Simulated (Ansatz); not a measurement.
## What settings do to one calculation: C started on an Al site in zincblende AlP, 16 atoms, charge +1

Ansatz (PAW, plane waves), atoms fixed. The base input:

```yaml
crystal:
  lattice:
    - [10.940000, 0.000000, 0.000000]
    - [0.000000, 5.470000, 0.000000]
    - [0.000000, 0.000000, 5.470000]
  atoms:
    - { symbol: Al, position: [0.001670, 0.015260, 0.008013] }
    - { symbol: Al, position: [0.496872, 0.961800, 0.999490] }
    - { symbol: Al, position: [0.245764, 0.497639, 0.979348] }
    - { symbol: Al, position: [0.742063, 0.513384, 0.967394] }
    - { symbol: Al, position: [0.242757, 0.008121, 0.482318] }
    - { symbol: Al, position: [0.754211, 0.002947, 0.496769] }
    - { symbol: Al, position: [0.000271, 0.504266, 0.483237] }
    - { symbol: P, position: [0.111602, 0.256124, 0.238646] }
    - { symbol: P, position: [0.630616, 0.244943, 0.258519] }
    - { symbol: P, position: [0.386179, 0.736126, 0.251971] }
    - { symbol: P, position: [0.868821, 0.735842, 0.260183] }
    - { symbol: P, position: [0.371490, 0.244685, 0.784556] }
    - { symbol: P, position: [0.867782, 0.274666, 0.757293] }
    - { symbol: P, position: [0.118138, 0.746886, 0.746691] }
    - { symbol: P, position: [0.634629, 0.743583, 0.724099] }
    - { symbol: C, position: [0.495557, 0.505207, 0.496708] }
kpoints:
  mp_grid: { grid: [2, 2, 2], shift: [0.5, 0.5, 0.5] }
hamiltonian:
  xc: pbesol
total_charge: 1
scf:
  occupations: { method: fermi_dirac, width: 0.01 }
output:
  forces: true
  eigenvalues: true
  populations: true
  charged_corrections: { epsilon: 9.8 }
```

Command:

```sh
ansatz run in.yaml --threads 8 --pin off --max-ram 13300MiB --runs-dir r --events-out ev --progress --plain
```

It converged in 7 iterations and 1.2 s of wall time on 8 threads of a Platinum 8488C processor, on a host shared with other runs; peak host memory 0.71 GiB; largest force component 3.70 eV/Å. The cutoff was the default, 420 eV. The base isn't a converged reference: it has few k points, and its atoms are unrelaxed. Each run below changes the keys shown and caps the iterations.

```tsv
run	changed	ending	iterations	free energy less the base (meV per atom)	rms change of forces (eV/Å)	change of pressure (GPa)	wall time (s, shared host)
1	mixing algorithm broyden, ecutrho_ratio 8, max_iter 70	converged	9	0.0	0.000	–	1.4 CPU
2	width 0.5 eV, max_iter 50, k points a 3×3×3 mesh centred on Γ	converged	8	-89.6	0.291	–	3.1 CPU
3	dispersion d4, max_iter 70	converged	7	other zero	0.016	–	1 CPU
4	mixing algorithm broyden, dr2_threshold 1e-12, max_iter 80	converged	14	0.0	0.000	–	1.3 CPU
5	width 0.001 eV, mixing beta 0.1, initial_magnetization 8, max_iter 90	converged	24	0.0	0.000	–	4.3 CPU
6	xc pbe, max_iter 80	converged	7	other zero	0.044	–	1 CPU
7	ecutrho_ratio 6, xc lda, max_iter 60	converged	7	other zero	0.063	–	1 CPU
8	initial_magnetization 2, max_iter 100, k points a 3×3×3 mesh centred on Γ	converged	17	-12.3	0.050	–	9.8 CPU
```

«Other zero»: another functional, charge or dispersion term moves the zero of energy, so the difference says nothing of accuracy.

**Question.** Which changes leave the result alone, and which of the same physical model moves the forces most?

**Answer.** The forces move by under 0.002 eV/Å in runs 1, 4, 5. Run 2 (width 0.5 eV, max_iter 50, k points a 3×3×3 mesh centred on Γ) moves them most among the runs with the same functional, charge and dispersion term, by 0.291 eV/Å.
